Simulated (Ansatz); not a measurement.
Data:

CuI:
Space group F-43m (No. 216); a = b = c = 5.9394 Å, α = β = γ = 90.00°

```
atom  site  symmetry       x       y       z
----  ----  --------  ------  ------  ------
I       4c      -43m  0.2500  0.2500  0.2500
Cu      4a      -43m  0.0000  0.0000  0.0000
```
(The calculation used a cell of 2 atoms; values per cell refer to that cell.)

This is the PBEsol-relaxed structure.

### Question
All from the program Ansatz at the PBEsol level (PAW), unless another level is named. Predict the hole effective mass, band 2 of 3 at the edge.

### Answer
0.64 along [100], 0.64 along [110], 1.3 along [111] (mₑ).

### Question
What about the hole effective mass, band 3 of 3 at the edge?

### Answer
0.20 along [100], 0.16 along [110], 0.15 along [111] (mₑ).

### Question
Next, the gap with spin–orbit coupling?

### Answer
1.00 eV.

### Question
Predict the HSE06 gap on the PBEsol cell.

### Answer
2.76 eV.

### Question
What about the weight of the valence-edge state by species (Voronoi cells)?

### Answer
Cu 59 %, I 41 %.

The PBEsol relaxation kept the symmetry of its start. The run is not spin-polarised. Scalar-relativistic: spin–orbit coupling is off unless named, which matters more the heavier the elements.

Potentials: the later of the program's two PAW sets.
